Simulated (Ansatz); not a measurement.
SiNi3 (Cu3Au type, space group No. 221) under volume change, PBEsol in the plane-wave PAW code Ansatz, scaled uniformly.

```tsv
V (Å³/atom)	E − E(relaxed) (meV/atom)	P (GPa)
9.431	[?]	[?]
9.742	31.5	17.21
10.053	7.4	7.87
10.364	0.0	0.00
10.675	6.6	-6.63
10.986	[?]	[?]
11.297	53.4	-16.90
```

**Question.** What belongs in the gaps?

**Answer.** 
- 10.986, E − E(relaxed) (meV/atom): 25.1
- 10.986, P (GPa): -12.21
- 9.431, E − E(relaxed) (meV/atom): 75.3
- 9.431, P (GPa): 28.28

**Question.** What does a third-order Birch–Murnaghan fit give for V₀, B₀ and B′?

**Answer.** V₀ = 10.36 Å³/atom, B₀ = 240 GPa, B′ = 4.7.

Space group Pm-3m (Cu3Au type). Symmetry was held in the PBEsol relaxation; of distortions, only those at the zone centre were tested. The run is not spin-polarised.

Potentials: the later of the program's two PAW sets.
